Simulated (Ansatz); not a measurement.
SiC:
```xyz
8
Lattice="3.0778 0.0000 0.0000 -1.5389 2.6654 0.0000 0.0000 0.0000 10.0775" Properties=species:S:1:pos:R:3 pbc="T T T"
Si     1.5389     0.8885     9.4510
Si     0.0000     1.7769     4.4123
Si     0.0000     0.0000     6.9322
Si     0.0000     0.0000     1.8935
C      1.5389     0.8885     7.5561
C      0.0000     1.7769     2.5174
C      0.0000     0.0000     5.0434
C      0.0000     0.0000     0.0047
```

Relaxed with r²SCAN.

Q: Give the Bader charges and basin volumes of the independent atoms, DFT-r²SCAN in the program Ansatz with PAW potentials.

A: 

```tsv
atom	Bader charge (e)	Bader volume (Å³)
Si1	+2.87	4.3
Si3	+2.88	4.2
C5	-2.87	16.4
C7	-2.88	16.4
```

Space group P6_3mc (4H polytype). Symmetry was held in the r²SCAN relaxation.

Potentials: the earlier of the program's two PAW sets.
